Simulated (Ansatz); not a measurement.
## Notes on CaAl2Ge2

```
Al Ca Ge
1.0
     4.16148    0.00000    0.00000
    -2.08074    3.60395    0.00000
     0.00000    0.00000    6.61736
Al Ca Ge
2 1 2
Direct
  0.33330 0.66670 0.64150
  0.66670 0.33330 0.35850
  0.00000 0.00000 0.00000
  0.33330 0.66670 0.25137
  0.66670 0.33330 0.74863
```

Method: r2SCAN, no spin polarisation; PAW, plane waves to 500 eV, 9×9×5 Γ-centred mesh, fermi-dirac occupations (width 0.1 eV) (Ansatz 0.2.0), atoms fixed.

Problem. Is there a gap?

Solution. It is a metal, with about 0.35 states/eV a cell as the mean within 0.25 eV of the Fermi level, mostly Ge p (59 %) and Al p (13 %).

Problem. Is the cell too large or too small?

Solution. The pressure is 5.2 GPa (compression positive), so with the atoms held at these fractions the cell would first expand. The principal stresses 3.6, 3.6, 8.2 GPa differ, so its shape would change too.

Problem. Which atom feels the largest force, and which way?

Solution. The largest is on Al1 (and as large on other atoms): 0.28 eV/Å, components (0.00, 0.00, -0.28). It makes 106° with the line to a nearest neighbour, Ge5 at 2.50 Å.

Problem. Give the Bader charges.

Solution. Bader charges in e: Ca +1.35, Al +1.83, Ge -2.50. In the mean Al gives up most and Ge takes most.

Origin: a known structure type with other elements, at an estimated volume, so it need not be a known compound.
